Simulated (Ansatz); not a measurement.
In4Te3:
```cif
data_In16Te12
_chemical_formula_sum 'In16 Te12'
_space_group_name_H-M_alt 'P 1'
_space_group_IT_number 1
_cell_length_a 12.96760
_cell_length_b 16.06138
_cell_length_c 4.46231
_cell_angle_alpha 90.000
_cell_angle_beta 90.000
_cell_angle_gamma 90.000
loop_
_space_group_symop_operation_xyz
  'x, y, z'
loop_
_atom_site_label
_atom_site_type_symbol
_atom_site_fract_x
_atom_site_fract_y
_atom_site_fract_z
_atom_site_occupancy
In1 In 0.65440 0.28467 0.00000 1
In2 In 0.34560 0.71533 0.00000 1
In3 In 0.15440 0.21533 0.50000 1
In4 In 0.84560 0.78467 0.50000 1
In5 In 0.47249 0.18743 0.00000 1
In6 In 0.52751 0.81257 0.00000 1
In7 In 0.97249 0.31257 0.50000 1
In8 In 0.02751 0.68743 0.50000 1
In9 In 0.60931 0.57070 0.00000 1
In10 In 0.39069 0.42930 0.00000 1
In11 In 0.10931 0.92930 0.50000 1
In12 In 0.89069 0.07070 0.50000 1
In13 In 0.35445 0.04147 0.00000 1
In14 In 0.64555 0.95853 0.00000 1
In15 In 0.85445 0.45853 0.50000 1
In16 In 0.14555 0.54147 0.50000 1
Te1 Te 0.35287 0.93010 0.50000 1
Te2 Te 0.64713 0.06990 0.50000 1
Te3 Te 0.85287 0.56990 0.00000 1
Te4 Te 0.14713 0.43010 0.00000 1
Te5 Te 0.86074 0.22358 0.00000 1
Te6 Te 0.13926 0.77642 0.00000 1
Te7 Te 0.36074 0.27642 0.50000 1
Te8 Te 0.63926 0.72358 0.50000 1
Te9 Te 0.14185 0.09909 0.00000 1
Te10 Te 0.85815 0.90091 0.00000 1
Te11 Te 0.64185 0.40091 0.50000 1
Te12 Te 0.35815 0.59909 0.50000 1
```

Relaxed with r²SCAN.

Question: Which orbitals make up the states near the band edges in r²SCAN in the plane-wave PAW code Ansatz?

Answer: Top 1 eV of the valence band: Te 5p 56 %, In 5p 21 %, In 5s 20 %. Bottom 1 eV of the conduction band: In 5s 40 %, Te 5p 26 %, In 5p 25 %, Te 5s 5 %. Projections are on Löwdin-orthogonalised atomic valence shells; empty p or d shells of many metals are not among them.

Question: Tabulate the density of states.

Answer: States/eV per cell of 28 atoms, in 0.25 eV bins, energy from the valence-band maximum.

```
E (eV)  total  Te 5p  In 5p  In 5s
------  -----  -----  -----  -----
-7.85    0.00   0.00   0.00   0.00
-7.60    0.00   0.00   0.00   0.00
-7.35    0.00   0.00   0.00   0.00
-7.10    0.30   0.09   0.02   0.19
-6.85    7.99   2.21   0.63   4.92
-6.60   11.92   3.08   1.19   7.14
-6.35    9.40   2.28   1.08   5.47
-6.10    6.39   1.93   0.97   3.20
-5.85   13.63   4.56   2.10   6.29
-5.60   12.01   3.76   1.97   5.45
-5.35    6.23   2.32   1.04   2.58
-5.10   15.65   5.82   2.43   6.66
-4.85   12.07   4.48   1.93   5.12
-4.60   10.66   4.40   1.60   3.97
-4.35   11.02   4.68   1.85   3.98
-4.10    7.62   3.07   1.28   2.87
-3.85    5.70   2.88   1.70   0.89
-3.60    9.65   5.43   3.27   0.74
-3.35   13.86   8.29   4.57   0.73
-3.10   17.96  10.91   5.62   1.05
-2.85   20.11  12.76   5.86   1.05
-2.60   22.44  14.88   5.86   1.20
-2.35   26.33  17.98   6.25   1.49
-2.10   23.99  17.18   5.07   1.21
-1.85   23.89  17.13   4.98   1.31
-1.60   22.40  14.81   5.52   1.64
-1.35   19.97  11.30   6.23   2.02
-1.10   16.61   8.93   5.18   2.10
-0.85   15.82   8.64   3.60   3.13
-0.60   14.43   8.18   2.78   3.04
-0.35    5.56   3.19   0.97   1.22
-0.10    0.38   0.20   0.06   0.11
0.15     0.00   0.00   0.00   0.00
0.40     0.02   0.00   0.00   0.01
0.65     1.47   0.34   0.38   0.63
0.90     7.34   1.84   1.82   3.10
1.15    11.44   3.13   2.80   4.50
1.40    11.47   2.84   3.88   3.49
1.65    11.41   1.84   6.05   2.01
1.90    15.83   2.10   9.69   1.92
2.15    15.12   2.25   9.29   1.59
2.40    17.36   2.87  10.80   1.56
2.65    23.43   4.33  14.06   2.08
2.90    20.25   4.03  12.11   1.84
3.15    18.85   3.70  11.44   1.44
3.40    19.37   3.27  12.16   1.27
3.65    22.38   3.94  13.77   1.42
3.90    21.40   3.85  12.93   1.21
4.15    20.90   3.75  12.38   1.15
4.40    20.15   3.71  11.64   0.94
4.65    16.35   2.89   9.32   0.80
```

Space group Pnnm. The first step of the workflow began from a Materials Project structure, measured or hypothetical; the Crystallography Open Database files this formula in space group No. 58, but the cells were not matched. Its standing as an ambient phase is unchecked. The cell was relaxed with r²SCAN under the symmetry of its start; its stability against distortions is not shown here. Spin–orbit coupling is left out wherever it is not named.

Potentials: the later of the program's two PAW sets.
